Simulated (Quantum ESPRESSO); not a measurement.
# Strain and stress in Ga3ZnP4

Calculated results; nothing here was measured. They come from pw.x of Quantum ESPRESSO 7.5, a plane-wave density functional program, with PseudoDojo standard norm-conserving files (v0.5 for PBE, v0.4.1 for LDA and PBEsol). The cells are made up: elements, strain and atom displacements were drawn at random, and nothing was relaxed. There is no spin polarisation, spin-orbit coupling or dispersion term.

The cell has 8 sites of a zincblende or diamond lattice. Sites 1 to 4 hold Ga Ga Ga Zn; sites 5 to 8 hold P P P P. Cell vectors in Å: (5.327, -0.049, -0.043); (-0.049, 5.298, 0.007); (-0.043, 0.007, 5.410). Settings: PBE, cutoff 1143 eV, 6 x 6 x 6 k mesh shifted by half a step, Fermi-Dirac smearing of 0.1 eV.

Each run adds a strain along z to one cell, with the atoms carried along; the vectors above are those of run 5. Stress is positive in tension and P is minus a third of its trace. E is the free energy for each atom above the lowest run shown.

```
run  strain (%)  s_xx (GPa)  s_yy (GPa)  s_zz (GPa)  s_xy (GPa)  P (GPa)  E (meV/atom)
  1       -2.21      -10.89      -11.14       -9.98       -3.57    10.67         34.62
  3       -1.06       -9.69       -9.94       -8.43       -3.42     9.35         22.01
  4       -0.71       -9.33       -9.59       -7.97       -3.38     8.96         18.56
  5       -0.21       -8.84       -9.10       -7.32       -3.31     8.42         14.00
  6        1.40       -7.34       -7.60       -5.29       -3.11     6.74          1.87
  7        1.71       -7.06       -7.32       -4.90       -3.07     6.43          0.00
  2       -1.35           ?           ?           ?           ?        ?             ?
```

A rerun of one of these cells at 1437 eV and k mesh 8 x 8 x 8 moved values by no more than 0.008 eV in the cell's energy, 0.07 GPa in stress and 0.008 eV/Å in force.

## Worked fit

A parabola through the six runs shown gives s_zz = -7.05 + 1.29 e - 0.018 e² GPa, with e in per cent and a scatter of 0.01 GPa. The slope is a stiffness of 129 ± 1 GPa for each unit of this strain at e = 0. The atoms are clamped, and relaxing them would in general lower it. The error is the larger of the fit's own and the change that a cubic makes, rounded up.

## Withheld run

Question: what s_zz should run 2 give?

The fit gives -8.82 GPa. The calculation gave -8.82 GPa.

```
run,strain (%),s_xx (GPa),s_yy (GPa),s_zz (GPa),s_xy (GPa),P (GPa),E (meV/atom)
2,-1.35,-9.98,-10.24,-8.82,-3.46,9.68,24.96
```